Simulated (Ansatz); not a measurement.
## TaO$_{3}$ (Pm-3m), tetragonal deformation path

The calculation used DFT PBEsol, scalar-relativistic, plane waves, PAW in Ansatz. The runs took a 420 eV cutoff, a Γ-centred 14×14×14 mesh and Gaussian smearing (0.15 eV). Spin–orbit coupling is left out, which matters for the heavy elements here. Collinear spins, started from moments 0.0, 0.2, 0.2, 0.2 μB in atom order; the magnetic state may not be the lowest. Energies are free energies at this smearing, counted from the undisturbed cell; pressure is positive in compression.

The starting cell (relaxed at this level; with this scan's settings it stands at 0.3 GPa; it needn't be the usual structure):

```yaml
crystal:
  lattice:
    - [3.92325, 0.00000, 0.00000]
    - [0.00000, 3.92325, 0.00000]
    - [0.00000, 0.00000, 3.92325]
  atoms:
    - { symbol: Ta, position: [0.50000, 0.50000, 0.50000] }
    - { symbol: O, position: [0.00000, 0.50000, 0.50000] }
    - { symbol: O, position: [0.50000, 0.50000, 0.00000] }
    - { symbol: O, position: [0.50000, 0.00000, 0.50000] }
```

At fixed volume and fractional coordinates, lengths along (0.000, 0.000, 1.000) are scaled against those across it; ρ is that ratio over its starting value. The cell is metallic on the mesh throughout.

Question: Over the sampled range (0.707 to 1.414), is the undisturbed cell the lowest point?

Answer: Yes, every other sampled point lies higher.

The scan:

| ρ | ΔE (meV/atom) |
| --- | --- |
| 0.707 | 2420.6 |
| 0.850 | 434.0 |
| 1.000 | 0.0 |
| 1.200 | 376.5 |
| 1.414 | 1265.4 |

Cost: 5 runs of about 3.8 core-minutes in all, on Oxide Virtual Turin-like Processor (Zen 5) (shared hosts).